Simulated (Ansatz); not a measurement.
VBiO₄:
```yaml
crystal:
  lattice:
    - [-2.55474, 2.55474, 5.81637]
    - [2.55474, -2.55474, 5.81637]
    - [2.55474, 2.55474, -5.81637]
  atoms:
    - { symbol: Bi, position: [0.75000, 0.25000, 0.50000] }
    - { symbol: Bi, position: [0.00000, 0.00000, 0.00000] }
    - { symbol: V, position: [0.25000, 0.75000, 0.50000] }
    - { symbol: V, position: [0.50000, 0.50000, 0.00000] }
    - { symbol: O, position: [0.57631, 0.96522, 0.88571] }
    - { symbol: O, position: [0.71522, 0.32951, 0.88891] }
    - { symbol: O, position: [0.07951, 0.69060, 0.11429] }
    - { symbol: O, position: [0.44060, 0.82631, 0.11109] }
    - { symbol: O, position: [0.17369, 0.28478, 0.61429] }
    - { symbol: O, position: [0.03478, 0.92049, 0.61109] }
    - { symbol: O, position: [0.67049, 0.55940, 0.38571] }
    - { symbol: O, position: [0.30940, 0.42369, 0.38891] }
```

Relaxed with HSE06. Special points in fractions of this cell's reciprocal vectors: Γ (0.000, 0.000, 0.000); X (0.000, 0.000, 0.500); P (0.250, 0.250, 0.250); N (0.000, 0.500, 0.000); M (0.500, 0.500, -0.500); S (0.298, 0.702, -0.298); S0 (-0.298, 0.298, 0.298); R (-0.096, 0.096, 0.500); G (0.500, 0.500, -0.096).

**Question.** List the band energies nearest the valence-band maximum at these points for plane-wave PAW HSE06 (Ansatz code).

**Answer.** In eV from the valence-band maximum; about four levels below and three above (degenerate sets whole), none deeper than 8.9 eV; points with the same levels are listed once.

| k | below | above |
|---|---|---|
| Γ | -1.09 -1.06 -1.06 -0.66 | 3.68 4.18 4.61 |
| X | -1.25 -1.25 -0.41 -0.41 | 4.19 4.19 4.37 4.37 |
| P | -1.24 -1.24 -0.41 -0.41 | 4.18 4.18 4.36 4.36 |
| N | -1.43 -1.30 -0.71 -0.17 | 3.45 3.94 4.38 |
| M | -1.17 -1.17 -1.14 -1.14 | 4.36 4.36 4.44 4.44 |
| S | -1.26 -1.25 -0.75 -0.40 | 3.57 3.91 4.43 |
| R | -1.33 -1.20 -0.48 -0.42 | 3.94 4.25 4.39 |

Space group I4_1/a. The HSE06 relaxation kept the symmetry of its start. The workflow began spin-polarised and lost its moments. The hybrid was solved on a coarse mesh, the path and, where they were found, the r²SCAN edge points; its band edges are the extreme levels among these. Spin–orbit coupling is left out wherever it is not named.

Potentials: the later of the program's two PAW sets.
